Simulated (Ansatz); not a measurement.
## Eigenvalues along a path: Bi (diamond type)

```xyz
2
Lattice="0.0000 3.5490 3.5490 3.5490 0.0000 3.5490 3.5490 3.5490 0.0000" Properties=species:S:1:pos:R:3 pbc="T T T"
Bi   -0.8873   -0.8873   -0.8873
Bi    0.8873    0.8873    0.8873
```

The cell comes from a relaxation on PAW files under the same functional, begun from a prototype that needn't be the stable phase.

Level of theory: DFT with LDA, scalar-relativistic, in Ansatz 0.2.0; a Γ-centred 11×11×11 k mesh, Fermi–Dirac smearing of 0.08 eV, no spin polarisation. LAPW: all electrons, basis error target 1 meV/atom.

Spin–orbit coupling is left out, which matters for the heavy atoms.

Path points, in fractions of the reciprocal vectors: Γ (0.000, 0.000, 0.000), X (0.500, 0.000, 0.500), U (0.625, 0.250, 0.625), K (0.375, 0.375, 0.750), L (0.500, 0.500, 0.500), W (0.500, 0.250, 0.750). The distance column jumps between branches of the path. Levels in eV from the Fermi level; bands 23 to 43, counted from the lowest band of the run. The gap is zero, the pressure 0.02 GPa.

```
# k(1/Å) point b23 b24 b25 b26 b27 b28 b29 b30 b31 b32 b33 b34 b35 b36 b37 b38 b39 b40 b41 b42 b43
0.000 Γ -22.71 -22.71 -22.71 -22.66 -22.66 -22.45 -22.45 -22.44 -22.44 -22.44 -12.77 -7.60 -1.29 -1.29 -1.29 0.94 0.94 0.94 3.27 7.18 7.18
0.126 - -22.71 -22.71 -22.71 -22.65 -22.65 -22.47 -22.45 -22.44 -22.44 -22.43 -12.73 -7.72 -1.46 -1.46 -1.18 0.76 1.18 1.18 3.59 6.31 7.23
0.253 - -22.72 -22.72 -22.71 -22.65 -22.63 -22.49 -22.46 -22.43 -22.43 -22.43 -12.59 -8.05 -1.83 -1.83 -0.90 0.39 1.73 1.73 4.35 5.44 7.37
0.379 - -22.73 -22.73 -22.71 -22.63 -22.61 -22.52 -22.47 -22.43 -22.42 -22.42 -12.37 -8.51 -2.22 -2.22 -0.57 0.04 2.42 2.42 4.85 5.34 7.60
0.506 - -22.73 -22.73 -22.70 -22.62 -22.58 -22.55 -22.49 -22.44 -22.41 -22.41 -12.07 -9.05 -2.57 -2.57 -0.34 -0.23 3.15 3.15 4.65 6.39 7.92
0.632 - -22.74 -22.74 -22.68 -22.60 -22.58 -22.56 -22.51 -22.45 -22.40 -22.40 -11.69 -9.63 -2.83 -2.83 -0.39 -0.27 3.86 3.86 4.88 7.19 8.33
0.759 - -22.75 -22.75 -22.66 -22.61 -22.58 -22.53 -22.53 -22.47 -22.40 -22.40 -11.24 -10.20 -2.99 -2.99 -0.44 -0.32 4.43 4.43 5.46 7.03 8.84
0.885 X -22.75 -22.75 -22.64 -22.64 -22.55 -22.55 -22.50 -22.50 -22.39 -22.39 -10.74 -10.74 -3.04 -3.04 -0.41 -0.41 4.66 4.66 6.25 6.25 8.87
0.930 - -22.75 -22.75 -22.64 -22.64 -22.55 -22.55 -22.50 -22.50 -22.39 -22.39 -10.75 -10.74 -3.07 -3.04 -0.41 -0.36 4.60 4.64 6.21 6.32 8.72
0.975 - -22.75 -22.75 -22.64 -22.63 -22.55 -22.55 -22.51 -22.50 -22.39 -22.39 -10.77 -10.71 -3.13 -3.02 -0.41 -0.22 4.45 4.57 6.09 6.49 8.45
1.019 - -22.75 -22.75 -22.64 -22.63 -22.56 -22.55 -22.51 -22.50 -22.39 -22.39 -10.80 -10.68 -3.22 -3.00 -0.41 -0.01 4.24 4.46 5.91 6.72 8.16
1.064 - -22.75 -22.75 -22.64 -22.62 -22.56 -22.55 -22.52 -22.50 -22.39 -22.39 -10.85 -10.63 -3.32 -2.96 -0.41 0.25 4.02 4.31 5.71 6.97 7.88
1.109 - -22.76 -22.75 -22.64 -22.61 -22.56 -22.55 -22.53 -22.50 -22.39 -22.38 -10.91 -10.57 -3.41 -2.91 -0.42 0.55 3.80 4.14 5.50 7.22 7.60
1.153 - -22.76 -22.75 -22.64 -22.60 -22.56 -22.55 -22.54 -22.50 -22.39 -22.38 -10.98 -10.49 -3.50 -2.86 -0.44 0.87 3.59 3.95 5.30 7.34 7.44
1.198 U -22.76 -22.75 -22.64 -22.59 -22.56 -22.55 -22.55 -22.50 -22.39 -22.38 -11.06 -10.40 -3.56 -2.79 -0.46 1.18 3.41 3.75 5.14 7.09 7.63
1.740 K -22.76 -22.75 -22.64 -22.59 -22.56 -22.55 -22.55 -22.50 -22.39 -22.38 -11.06 -10.40 -3.56 -2.79 -0.46 1.18 3.41 3.75 5.14 7.09 7.63
1.874 - -22.76 -22.74 -22.65 -22.58 -22.57 -22.55 -22.54 -22.50 -22.40 -22.38 -11.35 -10.06 -3.62 -2.55 -0.58 1.91 2.99 3.11 5.02 6.44 7.80
2.008 - -22.75 -22.74 -22.66 -22.61 -22.59 -22.53 -22.51 -22.50 -22.40 -22.39 -11.69 -9.63 -3.45 -2.27 -0.78 1.98 2.50 2.80 5.65 5.98 7.32
2.143 - -22.74 -22.74 -22.68 -22.62 -22.60 -22.51 -22.49 -22.48 -22.40 -22.40 -12.03 -9.12 -3.09 -1.96 -1.02 1.66 1.96 2.70 5.73 5.96 6.59
2.277 - -22.73 -22.73 -22.69 -22.63 -22.62 -22.50 -22.48 -22.46 -22.42 -22.41 -12.34 -8.58 -2.57 -1.69 -1.22 1.30 1.53 2.40 5.34 5.72 6.13
2.411 - -22.72 -22.72 -22.70 -22.64 -22.64 -22.48 -22.47 -22.44 -22.43 -22.42 -12.57 -8.09 -1.99 -1.47 -1.32 1.04 1.21 1.82 4.44 5.98 6.23
2.545 - -22.71 -22.71 -22.71 -22.65 -22.65 -22.46 -22.46 -22.44 -22.44 -22.43 -12.72 -7.74 -1.49 -1.33 -1.32 0.94 1.01 1.21 3.63 6.51 6.73
2.679 Γ -22.71 -22.71 -22.71 -22.66 -22.66 -22.45 -22.45 -22.44 -22.44 -22.44 -12.77 -7.60 -1.29 -1.29 -1.29 0.94 0.94 0.94 3.27 7.18 7.18
2.789 - -22.71 -22.71 -22.71 -22.65 -22.65 -22.46 -22.46 -22.44 -22.44 -22.44 -12.74 -7.69 -1.35 -1.35 -1.35 0.99 1.03 1.03 3.52 6.76 6.76
2.898 - -22.72 -22.72 -22.71 -22.65 -22.65 -22.47 -22.47 -22.45 -22.43 -22.43 -12.64 -7.94 -1.54 -1.51 -1.51 1.21 1.25 1.25 4.11 6.40 6.40
3.008 - -22.72 -22.72 -22.70 -22.64 -22.64 -22.48 -22.48 -22.45 -22.42 -22.42 -12.48 -8.30 -1.80 -1.70 -1.70 1.52 1.52 1.66 4.73 6.24 6.24
3.117 - -22.73 -22.73 -22.70 -22.63 -22.63 -22.49 -22.49 -22.46 -22.41 -22.41 -12.28 -8.71 -2.06 -1.88 -1.88 1.75 1.75 2.31 5.04 6.29 6.29
3.227 - -22.73 -22.73 -22.69 -22.62 -22.62 -22.49 -22.49 -22.47 -22.41 -22.41 -12.05 -9.11 -2.27 -2.02 -2.02 1.92 1.92 3.08 5.05 6.56 6.56
3.336 - -22.73 -22.73 -22.69 -22.62 -22.62 -22.49 -22.49 -22.47 -22.41 -22.41 -11.86 -9.42 -2.40 -2.11 -2.11 2.00 2.00 3.83 5.03 6.89 6.97
3.446 L -22.73 -22.73 -22.69 -22.62 -22.62 -22.50 -22.50 -22.47 -22.41 -22.41 -11.78 -9.54 -2.44 -2.14 -2.14 2.03 2.03 4.19 5.09 6.46 7.23
3.535 - -22.74 -22.74 -22.68 -22.61 -22.61 -22.50 -22.50 -22.48 -22.41 -22.40 -11.76 -9.57 -2.74 -2.17 -1.79 1.97 2.11 4.09 5.26 6.33 7.19
3.625 - -22.75 -22.74 -22.67 -22.61 -22.61 -22.51 -22.50 -22.48 -22.40 -22.40 -11.69 -9.66 -3.08 -2.29 -1.33 1.82 2.34 3.81 5.72 5.99 7.19
3.714 - -22.75 -22.74 -22.66 -22.60 -22.60 -22.52 -22.51 -22.49 -22.40 -22.39 -11.57 -9.81 -3.33 -2.46 -0.87 1.67 2.68 3.47 5.62 6.32 7.28
3.803 - -22.76 -22.75 -22.65 -22.59 -22.58 -22.54 -22.52 -22.50 -22.40 -22.38 -11.41 -10.00 -3.48 -2.68 -0.43 1.52 3.03 3.14 5.40 6.83 7.42
3.893 - -22.76 -22.75 -22.64 -22.58 -22.57 -22.56 -22.53 -22.51 -22.39 -22.38 -11.21 -10.23 -3.52 -2.92 -0.02 1.34 2.94 3.20 5.52 6.99 7.63
3.982 - -22.76 -22.75 -22.62 -22.59 -22.57 -22.55 -22.54 -22.52 -22.39 -22.38 -10.98 -10.48 -3.47 -3.15 0.38 1.08 2.89 3.13 5.97 6.86 7.93
4.072 W -22.76 -22.76 -22.61 -22.61 -22.56 -22.56 -22.53 -22.53 -22.38 -22.38 -10.74 -10.74 -3.34 -3.34 0.75 0.75 2.99 2.99 6.49 6.49 8.35
4.135 - -22.76 -22.76 -22.61 -22.61 -22.56 -22.56 -22.53 -22.53 -22.38 -22.38 -10.74 -10.74 -3.33 -3.33 0.67 0.67 3.09 3.09 6.49 6.49 8.36
4.198 - -22.75 -22.75 -22.61 -22.61 -22.56 -22.56 -22.52 -22.52 -22.39 -22.39 -10.74 -10.74 -3.29 -3.29 0.47 0.47 3.34 3.34 6.46 6.46 8.38
4.261 - -22.75 -22.75 -22.62 -22.62 -22.55 -22.55 -22.52 -22.52 -22.39 -22.39 -10.74 -10.74 -3.24 -3.24 0.22 0.22 3.68 3.68 6.43 6.43 8.43
4.325 - -22.75 -22.75 -22.63 -22.63 -22.55 -22.55 -22.51 -22.51 -22.39 -22.39 -10.74 -10.74 -3.17 -3.17 -0.02 -0.02 4.03 4.03 6.38 6.38 8.50
4.388 - -22.75 -22.75 -22.63 -22.63 -22.55 -22.55 -22.51 -22.51 -22.39 -22.39 -10.74 -10.74 -3.11 -3.11 -0.22 -0.22 4.35 4.35 6.32 6.32 8.62
4.451 - -22.75 -22.75 -22.64 -22.64 -22.55 -22.55 -22.50 -22.50 -22.39 -22.39 -10.74 -10.74 -3.06 -3.06 -0.36 -0.36 4.58 4.58 6.27 6.27 8.77
4.514 X -22.75 -22.75 -22.64 -22.64 -22.55 -22.55 -22.50 -22.50 -22.39 -22.39 -10.74 -10.74 -3.04 -3.04 -0.41 -0.41 4.66 4.66 6.25 6.25 8.87
```
